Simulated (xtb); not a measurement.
xtb single point, GFN2-xTB, GBSA implicit dichloromethane, on chlorotrifluoromethane, CClF3 (SMILES FC(F)(F)Cl), charge 0, multiplicity 1.

```
xtb m.xyz --gfn 2 --chrg 0 --uhf 0 --norestart --sp --gbsa ch2cl2

5

F     -1.120506    -0.725479    -1.063459
C     -0.653164    -0.241403     0.075270
F     -1.121259     0.986296     0.225847
F     -1.120375    -0.986296     1.063459
Cl     1.121259    -0.241207     0.075272
```

Output:

```

          ...................................................
          :                      SETUP                      :
          :.................................................:
          :  # basis functions                  26          :
          :  # atomic orbitals                  25          :
          :  # shells                           11          :
          :  # electrons                        32          :
          :  max. iterations                   250          :
          :  Hamiltonian                  GFN2-xTB          :
          :  restarted?                      false          :
          :  GBSA solvation                   true          :
          :  PC potential                    false          :
          :  electronic temp.          300.0000000     K    :
          :  accuracy                    1.0000000          :
          :  -> integral cutoff          0.2500000E+02      :
          :  -> integral neglect         0.1000000E-07      :
          :  -> SCF convergence          0.1000000E-05 Eh   :
          :  -> wf. convergence          0.1000000E-03 e    :
          :  Broyden damping             0.4000000          :
          :  net charge                          0          :
          :  unpaired electrons                  0          :
          ...................................................

 iter      E             dE          RMSdq      gap      omega  full diag
   1    -20.8551131 -0.208551E+02  0.588E+00    7.81       0.0  T
   2    -20.9184601 -0.633470E-01  0.392E+00    6.90       1.0  T
   3    -20.9223176 -0.385747E-02  0.209E+00    7.09       1.0  T
   4    -20.9227003 -0.382727E-03  0.199E-01    7.05       1.0  T
   5    -20.9227484 -0.480314E-04  0.137E-01    7.09       1.0  T
   6    -20.9227844 -0.360246E-04  0.812E-02    7.12       1.0  T
   7    -20.9227973 -0.128970E-04  0.275E-02    7.14       1.6  T
   8    -20.9227973 -0.575767E-07  0.460E-03    7.14       9.7  T
   9    -20.9227974 -0.999365E-07  0.232E-04    7.15     192.5  T
  10    -20.9227974  0.689226E-12  0.881E-05    7.15     507.6  T

   *** convergence criteria satisfied after 10 iterations ***

         #    Occupation            Energy/Eh            Energy/eV
      -------------------------------------------------------------
         1        2.0000           -1.1113186             -30.2405
       ...           ...                  ...                  ...
        10        2.0000           -0.5903362             -16.0639
        11        2.0000           -0.5773158             -15.7096
        12        2.0000           -0.5771068             -15.7039
        13        2.0000           -0.5770844             -15.7033
        14        2.0000           -0.5408696             -14.7178
        15        2.0000           -0.4877924             -13.2735
        16        2.0000           -0.4877895             -13.2734 (HOMO)
        17                         -0.2252013              -6.1280 (LUMO)
        18                         -0.0602298              -1.6389
        19                         -0.0601889              -1.6378
        20                         -0.0411371              -1.1194
        21                         -0.0411364              -1.1194
       ...                                ...                  ...
        25                          0.0958270               2.6076
      -------------------------------------------------------------
                  HL-Gap            0.2625882 Eh            7.1454 eV
             Fermi-level           -0.3564954 Eh           -9.7007 eV


         :::::::::::::::::::::::::::::::::::::::::::::::::::::
         ::                     SUMMARY                     ::
         :::::::::::::::::::::::::::::::::::::::::::::::::::::
         :: total energy             -20.881721086014 Eh    ::
         :: total w/o Gsasa/hb       -20.882074286687 Eh    ::
         :: gradient norm              0.001556099892 Eh/a0 ::
         :: HOMO-LUMO gap              7.145389222374 eV    ::
         ::.................................................::
         :: SCC energy               -20.922797294830 Eh    ::
         :: -> isotropic ES            0.044797285497 Eh    ::
         :: -> anisotropic ES          0.004021189408 Eh    ::
         :: -> anisotropic XC         -0.020071520030 Eh    ::
         :: -> dispersion             -0.002297768714 Eh    ::
         :: -> Gsolv                  -0.000321839333 Eh    ::
         ::    -> Gelec               -0.000675040006 Eh    ::
         ::    -> Gsasa               -0.004087628501 Eh    ::
         ::    -> Ghb                  0.000000000000 Eh    ::
         ::    -> Gshift               0.004440829173 Eh    ::
         :: repulsion energy           0.041076208816 Eh    ::
         :: add. restraining           0.000000000000 Eh    ::
         :: total charge              -0.000000000000 e     ::
         :::::::::::::::::::::::::::::::::::::::::::::::::::::

[... lines cut ...]
         7        2.0000           -0.6685819             -18.1930
         8        2.0000           -0.6640051             -18.0685
         9        2.0000           -0.5903510             -16.0643
        10        2.0000           -0.5903362             -16.0639
        11        2.0000           -0.5773158             -15.7096
        12        2.0000           -0.5771068             -15.7039
        13        2.0000           -0.5770844             -15.7033
        14        2.0000           -0.5408696             -14.7178
        15        2.0000           -0.4877924             -13.2735
        16        2.0000           -0.4877895             -13.2734 (HOMO)
        17                         -0.2252013              -6.1280 (LUMO)
        18                         -0.0602298              -1.6389
        19                         -0.0601889              -1.6378
        20                         -0.0411371              -1.1194
        21                         -0.0411364              -1.1194
        22                          0.0750483               2.0422
        23                          0.0942539               2.5648
        24                          0.0946321               2.5751
        25                          0.0958270               2.6076
      -------------------------------------------------------------
                  HL-Gap            0.2625882 Eh            7.1454 eV
             Fermi-level           -0.3564954 Eh           -9.7007 eV

     #   Z          covCN         q      C6AA      α(0)
     1   9 F        0.816    -0.158    10.810     3.884
     2   6 C        3.241     0.556    17.366     6.756
     3   9 F        0.816    -0.158    10.808     3.884
     4   9 F        0.816    -0.158    10.810     3.884
     5  17 Cl       0.964    -0.082   101.709    15.429

 Mol. C6AA /au·bohr⁶  :        571.977587
 Mol. C8AA /au·bohr⁸  :      16231.288197
 Mol. α(0) /au        :         33.836703

Wiberg/Mayer (AO) data.
largest (>0.10) Wiberg bond orders for each atom

 ---------------------------------------------------------------------------
     #   Z sym  total        # sym  WBO       # sym  WBO       # sym  WBO
 ---------------------------------------------------------------------------
     1   9 F    1.130 --     2 C    0.985
     2   6 C    3.884 --     3 F    0.985     1 F    0.985     4 F    0.984
                             5 Cl   0.930
     3   9 F    1.130 --     2 C    0.985
     4   9 F    1.130 --     2 C    0.984
     5  17 Cl   1.080 --     2 C    0.930
 ---------------------------------------------------------------------------


molecular dipole:
                 x           y           z       tot (Debye)
 q only:        0.144       0.001      -0.000
   full:        0.428       0.001      -0.000       1.089
molecular quadrupole (traceless):
                xx          xy          yy          xz          yz          zz
 q only:       -0.351      -0.100       0.175       0.031       0.001       0.176
  q+dip:        0.696      -0.296      -0.348       0.092       0.000      -0.347
   full:        1.148      -0.295      -0.575       0.092       0.000      -0.573

           -------------------------------------------------
          | TOTAL ENERGY              -20.881721086014 Eh   |
          | GRADIENT NORM               0.001556099892 Eh/α |
          | HOMO-LUMO GAP               7.145389222374 eV   |
           -------------------------------------------------
```

The total energy is -568.22 eV, -0.01 eV from the same level's vacuum run.
